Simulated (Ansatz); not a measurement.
Computed scan of one atom of the cell: SnSe2 (CdI2 type)

Starting cell, SnSe₂ (CdI2 type):

```yaml
crystal:
  lattice:
    - [7.58729, 0.00000, 0.00000]
    - [-1.89682, 3.28539, 0.00000]
    - [0.00000, 0.00000, 5.74380]
  atoms:
    - { symbol: Sn, position: [0.00000, 0.00000, 0.00000] }
    - { symbol: Sn, position: [0.50000, 0.00000, 0.00000] }
    - { symbol: Se, position: [0.16667, 0.66667, 0.27602] }
    - { symbol: Se, position: [0.66667, 0.66667, 0.27602] }
    - { symbol: Se, position: [0.33333, 0.33333, 0.72398] }
    - { symbol: Se, position: [0.83333, 0.33333, 0.72398] }
```

In each cell atom 4 (Se, nearest neighbour Sn at 2.704 Å; its periodic images, 3.8 Å or more away, move with it) moves by s·(1.000, 0.000, 0.000) (along Cartesian x), the rest being held.

These are PBEsol-D3(BJ) (plane waves to 420 eV, PAW, scalar-relativistic; Ansatz, an electronic-structure program) values and carry that method's errors. k mesh 4×8×5 (Γ-centred), Fermi-Dirac smearing 0.05 eV. The energy includes the smearing's −TS. Stress and pressure are positive under compression. With partly filled bands, energies and forces of such displacements shift with the k mesh and the smearing. F∥ is the force on the atom along that direction. F⊥ is the part of the force across the line. At this level the bands of SnSe2 touch or barely overlap; measurements give the solid a gap. SnSe2 was relaxed with its symmetry unable to fall. ΔE is measured from the undisplaced structure.

```csv
s (Å),ΔE (meV/cell),P (GPa),|F⊥| (eV/Å),F∥ (eV/Å)
-0.270,190,0.6,0.401,1.413
-0.216,122,0.4,0.248,1.128
-0.162,68,0.2,0.134,0.844
-0.108,30,0.1,0.060,0.562
-0.054,8,0.0,0.024,0.281
0.000,0,0.0,0.014,0.000
0.054,8,0.0,0.045,-0.282
0.108,30,0.1,0.119,-0.566
0.162,69,0.2,0.231,-0.851
0.216,122,0.4,0.382,-1.139
0.270,192,0.7,0.573,-1.428
```

Summary:

* **Energy at s = 0.270 Å**: 192 meV/cell
* **Force along the line at s = -0.270 Å**: 1.41 eV/Å
* **Shape of the curve**: a single well with its minimum at or next to zero displacement
* **Force constant k = d²E/ds² at s = 0 (finite differences)**: 5.21 eV/Å²
* **Harmonic estimate at the end of the scan**: ½ks² = 190 meV/cell against the computed 192 meV/cell, so the well is close to harmonic there

(A displaced cell: forces are minus the slopes of the energy, force constants its curvatures, and phonons follow from these.)
